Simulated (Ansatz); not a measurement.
The start is a relaxed WC cell displaced along its unstable phonon at q = (½, ½, 0) of its primitive reciprocal cell (148i cm⁻¹), largest move 0.15 Å. The cell and all atomic positions are relaxed at zero pressure with PBEsol (plane waves to 420 eV, PAW, scalar-relativistic; Ansatz, a first-principles code). The first steps use a coarse 13×13×13 k-mesh.

The start:
```yaml
crystal:
  lattice:
    - [0.00000, 4.34556, 4.34556]
    - [2.17278, 2.17278, 4.34556]
    - [2.17278, 2.17278, 0.00000]
  atoms:
    - { symbol: C, position: [0.00000, 0.03452, 0.96548] }
    - { symbol: C, position: [0.50000, 0.96548, 0.03452] }
    - { symbol: W, position: [0.00000, 0.53149, 0.46851] }
    - { symbol: W, position: [0.50000, 0.46851, 0.53149] }
```

Q: How do the shortest distances between atoms change?

A: The closest pairs of elements (up to four, under 3.6 Å), start → end: C–W 2.16 → 2.16 Å; C–C 2.87 → 2.94 Å; W–W 2.89 → 2.91 Å.

Q: What band gap does the relaxed structure have at this level?

A: Zero (metallic).

Final values are on a 15×15×11 k-mesh of the relaxed cell. No spin polarisation in the result.

The run could not lose the symmetry of its start, so the end can be a saddle point.

Of the parent cell (Fm-3m (No. 225)): The first start was generated by placing the elements on the sites of a structure type. Materials Project lists a structure of WC in the same space group, Fm-3m (No. 225); the sites were not compared with it, nor with measured phases. Known forms of WC include space group No. 187.

The relaxed structure here is a generated cell of WC: the first start was made by placing the elements on the sites of a structure type, and the end was not matched to a known phase here, so it may be hypothetical. Known forms of WC include space group No. 187.
